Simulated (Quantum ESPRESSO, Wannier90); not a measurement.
Wannier functions of Zr (hcp (Mg type))

Structure: Materials Project mp-131, symmetrised, not relaxed again. This is the element's usual structure. Method: PBEsol plane waves in Quantum ESPRESSO 7.5 (PseudoDojo norm-conserving files, 53 Ry, spinors with spin-orbit coupling), Bloch states on a 6×6×4 mesh through Γ, Wannier90 4.0.1. Density: 18×18×8 mesh, cold smearing 0.01 Ry.

```
begin unit_cell_cart
ang
    3.2392297970    0.0000000000    0.0000000000
   -1.6196148985    2.8052552929    0.0000000000
    0.0000000000    0.0000000000    5.1722200000
end unit_cell_cart
mp_grid = 6 6 4
```

Q: Which shells of neighbouring k-points and which b-vectors and weights does Wannier90 pick for this cell and mesh?

A: 
```
 *---------------------------------- K-MESH ----------------------------------*
 +----------------------------------------------------------------------------+
 |                    Distance to Nearest-Neighbour Shells                    |
 |                    ------------------------------------                    |
 |          Shell             Distance (Ang^-1)          Multiplicity         |
 |          -----             -----------------          ------------         |
 |             1                   0.303699                      2            |
 |             2                   0.373298                      6            |
 |             3                   0.481232                     12            |
 |             4                   0.607397                      2            |
 |             5                   0.646572                      6            |
 |             6                   0.712940                     12            |
 |             7                   0.714345                     12            |
 |             8                   0.746597                      6            |
       ... (lines left out)
 +----------------------------------------------------------------------------+
 | The b-vectors are chosen automatically                                     |
 | The following shells are used:                       1,  2                 |
 +----------------------------------------------------------------------------+
 |                        Shell   # Nearest-Neighbours                        |
 |                        -----   --------------------                        |
 |                          1               2                                 |
 |                          2               6                                 |
 +----------------------------------------------------------------------------+
 | Completeness relation is fully satisfied [Eq. (B1), PRB 56, 12847 (1997)]  |
 +----------------------------------------------------------------------------+
 |                  b_k Vectors (Ang^-1) and Weights (Ang^2)                  |
 |                  ----------------------------------------                  |
 |            No.         b_k(x)      b_k(y)      b_k(z)        w_b           |
 |            ---        --------------------------------     --------        |
 |             1         0.000000    0.000000    0.303699     5.421060        |
 |             2         0.000000    0.000000   -0.303699     5.421060        |
 |             3         0.000000    0.373298    0.000000     2.392028        |
 |             4         0.323286    0.186649    0.000000     2.392028        |
 |             5         0.000000   -0.373298    0.000000     2.392028        |
 |             6         0.323286   -0.186649    0.000000     2.392028        |
 |             7        -0.323286   -0.186649    0.000000     2.392028        |
 |             8        -0.323286    0.186649    0.000000     2.392028        |
```
